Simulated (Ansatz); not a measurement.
Input for Ansatz (plane-wave DFT, PAW):

```yaml
crystal:
  lattice:
    - [0.0, 2.3648282886, 2.3648282886]
    - [2.3648282886, 0.0, 2.3648282886]
    - [2.3648282886, 2.3648282886, 0.0]
  atoms:
    - { symbol: Mg, position: [0.0, 0.0, 0.0] }
    - { symbol: H, position: [0.75, 0.75, 0.75] }
    - { symbol: H, position: [0.25, 0.25, 0.25] }
basis:
  ecutwfc: 500
kpoints:
  mp_grid: { grid: [16, 16, 16] }
hamiltonian:
  xc: r2scan
scf:
  occupations: { method: gaussian, width: 0.1 }
output:
  forces: true
  stress: true
  eigenvalues: true
```

Launched with
```bash
ansatz run input.yaml --threads 1 --pin off --max-ram 1331MiB --backend cpu --events-out ev --progress --plain --runs-dir out
```

Computed with DFT r2SCAN, scalar-relativistic, plane waves, PAW in Ansatz 0.2.0.

Abridged output:

```
Pseudopotentials: kind: paw
Pseudopotential: Mg, paw, valence charge 10, recommended cutoff 500 eV (meta_gga)
Pseudopotential: H, paw, valence charge 1, recommended cutoff 500 eV (meta_gga)
Functional definition: r2SCAN
Crystal: 3 atoms, lattice volume = 26.450 Å³
Basis set: ecut = 500 eV, 645 PW (Γ), exchange–correlation on 100×100×100 points (64 copies of the dense FFT grid, shifted against one another)
Bands: 10, of which v1, the nominal top of the filled ones, is band 6 counted from 1 (5 counted from 0)
Symmetry: 48 space group operations
Space group: Fm-3m (ITA 225), of the structure as read, at distance tolerance 3.0e-5 Å
k-points: 145 of 4096
Initial density: superposition of atomic densities (neutral atoms: chi_scale 0, normalization atom), corrected by the library's trained network
Initial wavefunctions: pseudopotential atomic-orbital guess
Functional: x = r2scan, c = r2scan; τ floored in thin density (d = 2e-4 eV/Å³)
SCF iter   1: F=—  HF=-1958.719752 eV  |F-HF|=—  |Δ(HF+E_count)|=         —  Δρ=1.01e-2  dr2=1.67e-2  dr2_τ=5.69e-3  ethr=1.77e-3  ⟨swp⟩=5.1  Hψ=9422  notcnv=0
SCF iter   2: F=—  HF=-1958.758083 eV  |F-HF|=—  |Δ(HF+E_count)|=   3.83e-2  Δρ=5.40e-3  dr2=6.53e-3  dr2_τ=8.01e-5  ethr=1.40e-4  ⟨swp⟩=3.0  Hψ=4058  notcnv=0  defer=2
SCF iter   3: F=—  HF=-1958.758052 eV  |F-HF|=—  |Δ(HF+E_count)|=   3.13e-5  Δρ=1.91e-3  dr2=7.32e-4  dr2_τ=1.05e-5  ethr=5.44e-5  ⟨swp⟩=2.0  Hψ=2311  notcnv=0  defer=2
SCF iter   4: F=—  HF=-1958.757928 eV  |F-HF|=—  |Δ(HF+E_count)|=   1.23e-4  Δρ=5.61e-4  dr2=5.80e-5  dr2_τ=1.36e-6  ethr=6.10e-6  ⟨swp⟩=2.5  Hψ=2071  notcnv=0  defer=2
SCF iter   5: F=—  HF=-1958.757925 eV  |F-HF|=—  |Δ(HF+E_count)|=   3.80e-6  Δρ=1.70e-4  dr2=7.22e-6  dr2_τ=6.48e-8  ethr=4.83e-7  ⟨swp⟩=2.0  Hψ=1738  notcnv=0  defer=2
SCF iter   6: F=—  HF=-1958.757925 eV  |F-HF|=—  |Δ(HF+E_count)|=   7.95e-7  Δρ=5.43e-5  dr2=7.26e-7  dr2_τ=6.62e-9  ethr=6.02e-8  ⟨swp⟩=2.0  Hψ=1706  notcnv=0  defer=2
SCF iter   7: F=-1958.757925 eV  HF=-1958.757925 eV  |F-HF|=2.54e-9  |Δ(HF+E_count)|=   4.94e-8  Δρ=6.76e-6  dr2=1.18e-8  dr2_τ=1.05e-10  ethr=8.33e-10  ⟨swp⟩=5.4  Hψ=6499  notcnv=0
SCF 1 converged in 7 iterations: F = -1958.757925 eV  dr2 = 1.18e-8
SCF converged after 7 iterations
Free energy (F): -1958.757925 eV
Harris-Foulkes:  -1958.757925 eV  (|F-HF|=2.54e-9)
Internal energy: -1958.757089 eV  (E = F + TS)
E sigma→0 (E₀):  -1958.757507 eV
Entropy (-TS):   -0.000836 eV (-0.279 meV/atom)
Fermi energy:    6.066386 eV
--- Per-component energies (eV) ---
  E_band       = -377.181451
  E_kinetic    = 105.386656
  E_local      = -1635.428734  (includes V_loc(G=0)·N_el)
  E_nonlocal   = 98.252804
  E_hartree    = 581.264060
  E_xc         = -46.562077
  E_vxc        = -66.259045  (∫ρ·V_xc dr)
  E_paw        = -297.595006  (= ΣΔE_a)
  E_vpaw       = -45.315105  (= ΣTr[D̂ρ^β])
  E_aug_tail   = -0.000837  (compensation charges beyond the density's cutoff)
  E_vtau       = 3.653661  (kinetic-family band-sum trace: ∫τ·v_τ [+ j·A + Jᵃ·Aᵃ] dr)
  E_ewald      = -764.047747
  E_core_change = -0.026208  (= ΣΔE_core)
  E_smearing   = -0.000836  (= −TS)
--- Forces (eV/Å), atoms counted from 1 ---
  atom   1  Mg     0.00000000     0.00000000     0.00000000
  atom   2  H      0.00000000     0.00000000     0.00000000
  atom   3  H      0.00000000     0.00000000     0.00000000
--- Stress (GPa, compression-positive) ---
       -0.129507       0.000000       0.000000
        0.000000      -0.129507       0.000000
        0.000000       0.000000      -0.129507
  P = ⅓ Tr σ = -0.1295 GPa (-1.295 kbar)
--- Band table (eV; the first three rows and the last of 145) ---
  k-point 0: bands = ["-73.6110", "-38.7028", "-38.7028", "-38.7028", "-4.6405", "6.7055", "15.6353", "15.6353", "15.6353", "18.9726"]
  k-point 1: bands = ["-73.6110", "-38.7036", "-38.7030", "-38.7030", "-4.5654", "6.5298", "15.2990", "15.5442", "15.5442", "19.0303"]
  k-point 2: bands = ["-73.6108", "-38.7059", "-38.7033", "-38.7033", "-4.3410", "6.0230", "14.6207", "15.3400", "15.3400", "18.2735"]
  k-point 144: bands = ["-73.6091", "-38.7168", "-38.7168", "-38.7105", "1.0372", "1.0372", "7.1267", "7.8815", "16.3292", "16.3292"]
```

Self-consistency was reached.